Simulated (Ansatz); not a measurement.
# Notes on Si$_{2}$Ni$_{6}$B

```
Si Ni B
1.0
     3.14124    5.44079    0.00000
    -3.14124    5.44079    0.00000
     0.00000    0.00000    3.08301
Si Ni B
2 6 1
Direct
  0.33330 0.33340 0.50000
  0.66670 0.66660 0.50000
  0.59960 0.40040 0.00000
  0.40040 0.00000 0.00000
  0.00000 0.59960 0.00000
  0.24180 0.75820 0.50000
  0.75820 0.00000 0.50000
  0.00000 0.24180 0.50000
  0.00000 0.00000 0.00000
```

Method: r2SCAN, no spin polarisation; PAW, plane waves to 500 eV, 6×6×11 Γ-centred mesh, fermi-dirac occupations (width 0.1 eV) (Ansatz 0.2.0), atoms fixed.

(1) What is the formation energy?

(2) Describe some of the short contacts.

(3) Metal or insulator?

(4) Which element gives electrons and which takes them?

Origin: a known structure type with other elements, at an estimated volume, so it need not be a known compound. Caveats: no spin polarisation, so a magnetic state may lie lower; atoms or cell far from equilibrium.

## Answers

(1) -0.30 eV an atom against the elements' usual phases (free molecules for gases, crystals otherwise, with no correction for O₂ or N₂), so it is bound against them; other compounds may still compete. Relaxing would lower it.

(2) Ni–B at 2.16 Å: least valence density 0.47 e/Å³ and ELF 0.52 there. Ni–Ni at 2.68 Å: least valence density 0.24 e/Å³ and ELF 0.24 there. Si–Ni at 2.43 Å is left out, since its least density falls inside a PAW sphere. These are pseudo-fields; inside the PAW spheres they differ from the all-electron ones.

(3) It is a metal, with about 5 states/eV a cell as the mean within 0.25 eV of the Fermi level, mostly Ni d (71 %) and Si p (12 %).

(4) Bader charges in e: Si +0.18, Ni -0.01, B -0.33. In the mean Si gives up most and B takes most.
